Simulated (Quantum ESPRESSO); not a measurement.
# Mo2Sc3W2In: one run as intended and one with a planted mistake

Computed values, not a measurement. The program is pw.x of Quantum ESPRESSO 7.5 (plane-wave density functional theory). The cell is made up: eight metal atoms on a face-centred cubic lattice, with elements, volume, strain and displacements drawn at random and not relaxed, so it may be unstable or far from any real phase. PseudoDojo standard norm-conserving files set the functional (PBE unless stated); there is no spin polarisation or spin-orbit coupling, the Fermi-Dirac width of 0.25 eV means electrons at about 2900 K, and the masses in the input are unused placeholders. Heavy elements are run without spin-orbit coupling, which real alloys of them have. A spin test at this wide smearing found no moment, but such smearing suppresses magnetism that the real alloy may have.

Intended input:

```
&control calculation='scf', pseudo_dir='./dojo.nc.sr.pbe.v0_5.standard.upf', outdir='./o', disk_io='minimal', tprnfor=.true., tstress=.true. /
&system ibrav=0, nat=8, ntyp=4, nbnd=68, ecutwfc=79.96652505, nosym=.true., tot_charge=0,
 occupations='smearing', smearing='fd', degauss=0.0183746611
/
&electrons conv_thr=1.470e-08, electron_maxstep=70, mixing_beta=0.5 /
ATOMIC_SPECIES
In 1.0 In.upf
Mo 1.0 Mo.upf
Sc 1.0 Sc.upf
W 1.0 W.upf
CELL_PARAMETERS angstrom
0.0 -2.1855 -2.1855
2.1855 4.3709 -2.1855
8.7418 -4.3709 4.3709
ATOMIC_POSITIONS angstrom
Mo -0.0671 0.0954 -0.0136
Mo 4.5044 -2.1568 2.0434
Sc 4.3084 -0.0274 0.1621
Sc 8.8481 -2.2565 2.1544
Sc 2.1743 -2.2409 0.0378
W 6.5047 -4.3986 2.2631
W 2.3093 -0.1098 -2.2255
In 6.5941 -2.264 -0.0836
K_POINTS automatic
8 5 2 1 1 1
```

The log is shortened where brackets say so; the opening notice, blank lines, dates and the lines on written files are dropped, and the path of the files is cut. It prints rydbergs, bohrs and kilobars, and counts compression as positive stress. Its total energy is the free energy E - TS of the whole cell.

Log of the intended run:

```
     Program PWSCF v.7.5
     Parallel version (MPI & OpenMP), running on       4 processor cores
     Number of MPI processes:                 4
     Threads/MPI process:                     1
     [start-up lines left out]
     bravais-lattice index     =            0
     lattice parameter (alat)  =       5.8407  a.u.
     unit-cell volume          =    1127.0784 (a.u.)^3
     number of atoms/cell      =            8
     number of atomic types    =            4
     number of electrons       =       102.00
     number of Kohn-Sham states=           68
     kinetic-energy cutoff     =      79.9665  Ry
     charge density cutoff     =     319.8661  Ry
     scf convergence threshold =      1.5E-08
     mixing beta               =       0.5000
     number of iterations used =            8  plain     mixing
     Exchange-correlation= PBE
                           (   1   4   3   4   0   0   0)
     [axes and pseudopotential details left out]
   Cartesian axes
     site n.     atom                  positions (alat units)
         1        Mo     tau(   1) = (  -0.0217098   0.0308662  -0.0044002  )
         2        Mo     tau(   2) = (   1.4573744  -0.6978211   0.6611311  )
         3        Sc     tau(   3) = (   1.3939597  -0.0088651   0.0524466  )
         4        Sc     tau(   4) = (   2.8627552  -0.7300784   0.6970445  )
         5        Sc     tau(   5) = (   0.7034831  -0.7250312   0.0122300  )
         6        W      tau(   6) = (   2.1045607  -1.4231434   0.7322138  )
         7        W      tau(   7) = (   0.7471616  -0.0355252  -0.7200486  )
         8        In     tau(   8) = (   2.1334856  -0.7325050  -0.0270483  )
     number of k points=    40  Fermi-Dirac smearing, width (Ry)=  0.0184
                       cart. coord. in units 2pi/alat
        k(    1) = (   0.1126964  -0.0198881  -0.0685002), wk =   0.0500000
        k(    2) = (  -0.0198886   0.0243076  -0.1126959), wk =   0.0500000
     [further k points left out]
     Dense  grid:   108963 G-vectors     FFT dimensions: (  36,  60, 120)
     Estimated max dynamical RAM per process >     335.43 MB
     Estimated total dynamical RAM >       1.23 GB
     Initial potential from superposition of free atoms
     starting charge     101.9843, renormalised to     102.0000
     Starting wfcs are   79 randomized atomic wfcs
     total cpu time spent up to now is        5.7 secs
     per-process dynamical memory:   245.3 Mb
     Self-consistent Calculation
     iteration #  1     ecut=    79.97 Ry     beta= 0.50
     Davidson diagonalization with overlap
     ethr =  1.00E-02,  avg # of iterations =  2.3
     total cpu time spent up to now is       15.0 secs
     total energy              =   -1005.53512561 Ry
     estimated scf accuracy    <       3.28023537 Ry
     iteration #  2     ecut=    79.97 Ry     beta= 0.50
     Davidson diagonalization with overlap
     ethr =  3.22E-03,  avg # of iterations =  6.4
     total cpu time spent up to now is       29.5 secs
     total energy              =   -1004.21661873 Ry
     estimated scf accuracy    <      68.61792991 Ry
     [iterations 3 to 20 left out]
     iteration # 21     ecut=    79.97 Ry     beta= 0.50
     Davidson diagonalization with overlap
     ethr =  2.33E-10,  avg # of iterations =  2.0
     total cpu time spent up to now is      221.7 secs
     total energy              =   -1007.56110649 Ry
     estimated scf accuracy    <       0.00000004 Ry
     iteration # 22     ecut=    79.97 Ry     beta= 0.50
     Davidson diagonalization with overlap
     ethr =  4.37E-11,  avg # of iterations =  3.5
     total cpu time spent up to now is      230.7 secs
     End of self-consistent calculation
     [lines on levels left out]
!    total energy              =   -1007.56110649 Ry
     estimated scf accuracy    <       0.00000001 Ry
     smearing contrib. (-TS)   =      -0.16014134 Ry
     internal energy E=F+TS    =   -1007.40096515 Ry
     The total energy is F=E-TS. E is the sum of the following terms:
     one-electron contribution =    -262.31689562 Ry
     hartree contribution      =     173.19526865 Ry
     xc contribution           =    -195.48910370 Ry
     ewald contribution        =    -722.79023448 Ry
     convergence has been achieved in  22 iterations
     Forces acting on atoms (cartesian axes, Ry/au):
     atom    1 type  2   force =     0.01299321    0.01975713   -0.01705026
     atom    2 type  2   force =     0.01341853   -0.03861586    0.03337839
     atom    3 type  3   force =     0.02929211    0.02493745   -0.04593363
     atom    4 type  3   force =    -0.00375731   -0.01208667    0.01044365
     atom    5 type  3   force =    -0.03079213   -0.00704948    0.00602865
     atom    6 type  4   force =     0.02160599    0.00447890   -0.01098978
     atom    7 type  4   force =    -0.04680509    0.00102441    0.00991076
     atom    8 type  1   force =     0.00404469    0.00755413    0.01421222
     Total force =     0.108174     Total SCF correction =     0.000511
     Computing stress (Cartesian axis) and pressure
          total   stress  (Ry/bohr**3)                   (kbar)     P=     -109.82
  -0.00067620   0.00010970  -0.00014342          -99.47       16.14      -21.10
   0.00010970  -0.00082676  -0.00004349           16.14     -121.62       -6.40
  -0.00014342  -0.00004349  -0.00073661          -21.10       -6.40     -108.36
     init_run     :      4.75s CPU      4.95s WALL (       1 calls)
     electrons    :    223.76s CPU    225.07s WALL (       1 calls)
     forces       :      1.63s CPU      1.65s WALL (       1 calls)
     stress       :      5.55s CPU      5.68s WALL (       1 calls)
     [timing details left out]
     PWSCF        :   3m56.41s CPU   3m58.11s WALL
     JOB DONE.
```

A second run has one planted mistake: two atoms have their elements exchanged. The input lines that differ:

```
- W 6.5047 -4.3986 2.2631
+ In 6.5047 -4.3986 2.2631
- In 6.5941 -2.264 -0.0836
+ W 6.5941 -2.264 -0.0836
```

Its log:

```
     Program PWSCF v.7.5
     Parallel version (MPI & OpenMP), running on       4 processor cores
     Number of MPI processes:                 4
     Threads/MPI process:                     1
     [start-up lines left out]
     bravais-lattice index     =            0
     lattice parameter (alat)  =       5.8407  a.u.
     unit-cell volume          =    1127.0784 (a.u.)^3
     number of atoms/cell      =            8
     number of atomic types    =            4
     number of electrons       =       102.00
     number of Kohn-Sham states=           68
     kinetic-energy cutoff     =      79.9665  Ry
     charge density cutoff     =     319.8661  Ry
     scf convergence threshold =      1.5E-08
     mixing beta               =       0.5000
     number of iterations used =            8  plain     mixing
     Exchange-correlation= PBE
                           (   1   4   3   4   0   0   0)
     [axes and pseudopotential details left out]
   Cartesian axes
     site n.     atom                  positions (alat units)
         1        Mo     tau(   1) = (  -0.0217098   0.0308662  -0.0044002  )
         2        Mo     tau(   2) = (   1.4573744  -0.6978211   0.6611311  )
         3        Sc     tau(   3) = (   1.3939597  -0.0088651   0.0524466  )
         4        Sc     tau(   4) = (   2.8627552  -0.7300784   0.6970445  )
         5        Sc     tau(   5) = (   0.7034831  -0.7250312   0.0122300  )
         6        In     tau(   6) = (   2.1045607  -1.4231434   0.7322138  )
         7        W      tau(   7) = (   0.7471616  -0.0355252  -0.7200486  )
         8        W      tau(   8) = (   2.1334856  -0.7325050  -0.0270483  )
     number of k points=    40  Fermi-Dirac smearing, width (Ry)=  0.0184
                       cart. coord. in units 2pi/alat
        k(    1) = (   0.1126964  -0.0198881  -0.0685002), wk =   0.0500000
        k(    2) = (  -0.0198886   0.0243076  -0.1126959), wk =   0.0500000
     [further k points left out]
     Dense  grid:   108963 G-vectors     FFT dimensions: (  36,  60, 120)
     Estimated max dynamical RAM per process >     335.43 MB
     Estimated total dynamical RAM >       1.23 GB
     Initial potential from superposition of free atoms
     starting charge     101.9843, renormalised to     102.0000
     Starting wfcs are   79 randomized atomic wfcs
     total cpu time spent up to now is        5.1 secs
     per-process dynamical memory:   254.1 Mb
     Self-consistent Calculation
     iteration #  1     ecut=    79.97 Ry     beta= 0.50
     Davidson diagonalization with overlap
     ethr =  1.00E-02,  avg # of iterations =  2.4
     total cpu time spent up to now is       14.7 secs
     total energy              =   -1005.49442628 Ry
     estimated scf accuracy    <       3.33694280 Ry
     iteration #  2     ecut=    79.97 Ry     beta= 0.50
     Davidson diagonalization with overlap
     ethr =  3.27E-03,  avg # of iterations =  6.1
     total cpu time spent up to now is       29.2 secs
     total energy              =   -1004.52270870 Ry
     estimated scf accuracy    <      60.70076216 Ry
     [iterations 3 to 20 left out]
     iteration # 21     ecut=    79.97 Ry     beta= 0.50
     Davidson diagonalization with overlap
     ethr =  1.16E-10,  avg # of iterations =  6.6
     total cpu time spent up to now is      221.8 secs
     total energy              =   -1007.55695164 Ry
     estimated scf accuracy    <       0.00000009 Ry
     iteration # 22     ecut=    79.97 Ry     beta= 0.50
     Davidson diagonalization with overlap
     ethr =  8.85E-11,  avg # of iterations =  1.9
     total cpu time spent up to now is      230.0 secs
     End of self-consistent calculation
     [lines on levels left out]
!    total energy              =   -1007.55695164 Ry
     estimated scf accuracy    <          5.5E-09 Ry
     smearing contrib. (-TS)   =      -0.15676460 Ry
     internal energy E=F+TS    =   -1007.40018705 Ry
     The total energy is F=E-TS. E is the sum of the following terms:
     one-electron contribution =    -261.93456584 Ry
     hartree contribution      =     173.04688298 Ry
     xc contribution           =    -195.50559260 Ry
     ewald contribution        =    -723.00691159 Ry
     convergence has been achieved in  22 iterations
     Forces acting on atoms (cartesian axes, Ry/au):
     atom    1 type  2   force =     0.04659447   -0.00521518    0.00483692
     atom    2 type  2   force =     0.03378092   -0.00471279    0.01151758
     atom    3 type  3   force =     0.04492917    0.01360559   -0.03144026
     atom    4 type  3   force =    -0.00503364   -0.00209064    0.00195654
     atom    5 type  3   force =    -0.03412994   -0.00544534    0.00573075
     atom    6 type  1   force =    -0.00064983    0.00271811   -0.01814837
     atom    7 type  4   force =    -0.05289493    0.00076352    0.01004057
     atom    8 type  4   force =    -0.03259623    0.00037673    0.01550628
     Total force =     0.111850     Total SCF correction =     0.000287
     Computing stress (Cartesian axis) and pressure
          total   stress  (Ry/bohr**3)                   (kbar)     P=     -109.32
  -0.00066155  -0.00010744  -0.00002905          -97.32      -15.81       -4.27
  -0.00010744  -0.00081282  -0.00004930          -15.81     -119.57       -7.25
  -0.00002905  -0.00004930  -0.00075508           -4.27       -7.25     -111.08
     init_run     :      4.82s CPU      5.00s WALL (       1 calls)
     electrons    :    219.61s CPU    224.87s WALL (       1 calls)
     forces       :      1.60s CPU      1.62s WALL (       1 calls)
     stress       :      5.45s CPU      5.45s WALL (       1 calls)
     [timing details left out]
     PWSCF        :   3m51.62s CPU   3m57.13s WALL
     JOB DONE.
```

|  | intended run | run with the mistake |
| --- | --- | --- |
| free energy (eV) | -13708.567 | -13708.511 |
| entropy term -TS, part of it (eV) | -2.179 | -2.133 |
| pressure (GPa) | -10.98 | -10.93 |
| size of the largest force component (eV/Å) | 1.203 | 1.360 |
| largest change of a force component (eV/Å) |  | 0.942 |
| iterations | 22 | 22 |

For scale, a rerun of the intended cell at a higher cutoff and on a denser mesh moved values by no more than 0.003 eV in energy, 0.03 GPa in stress and 0.003 eV/Å in force, and a second program with other atomic files agreed on that cell to 2 % rms in force and 0.5 GPa in pressure.